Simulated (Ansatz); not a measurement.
## Property card for TiW$_{3}$

Theory: Ansatz, DFT PBE, scalar-relativistic, plane waves, PAW.

Plane waves to 420 eV, a k mesh through Γ of 18×18×6 on the computed 4-atom cell and Gaussian smearing (0.10 eV); no spin polarisation.

The structure is relaxed at this level of theory with its symmetry kept, and needn't be the ground state of this composition.

```cif
data_structure
_symmetry_space_group_name_H-M 'Cmmm'
_symmetry_Int_Tables_number 65
_cell_length_a 3.1847
_cell_length_b 4.5193
_cell_length_c 8.9729
_cell_angle_alpha 90.000
_cell_angle_beta 90.000
_cell_angle_gamma 90.000
_cell_volume 129.15
loop_
_atom_site_label
_atom_site_type_symbol
_atom_site_symmetry_multiplicity
_atom_site_Wyckoff_symbol
_atom_site_fract_x
_atom_site_fract_y
_atom_site_fract_z
_atom_site_occupancy
Ti1 Ti 2 c 0.50000 0.00000 0.50000 1
W1 W 2 b 0.50000 0.00000 0.00000 1
W2 W 4 k 0.00000 0.00000 0.24844 1
```

**Question.** Formation energy from the elements' standard states (uncorrected)?

**Answer.** -0.029 eV/atom.

**Question.** Kohn–Sham band gap?

**Answer.** none (metal).

**Question.** Density of states at the Fermi level?

**Answer.** 3.0 states/eV per cell.

**Question.** Orbital (Löwdin) character within 0.5 eV of the Fermi level?

**Answer.** W 5d 45 %, Ti 3d 39 %, unprojected 8 %.

**Question.** Bader charge by site (e)?

**Answer.** Ti (1 in the cell) 0.92, W (1 in the cell) 0.01, W (2 in the cell) -0.46.

Spin-orbit coupling is left out, which matters for the bands of heavy elements.

The cell was found from a structure generator's guess, not taken from experiment. Löwdin shares on free-atom orbitals overweight diffuse shells.
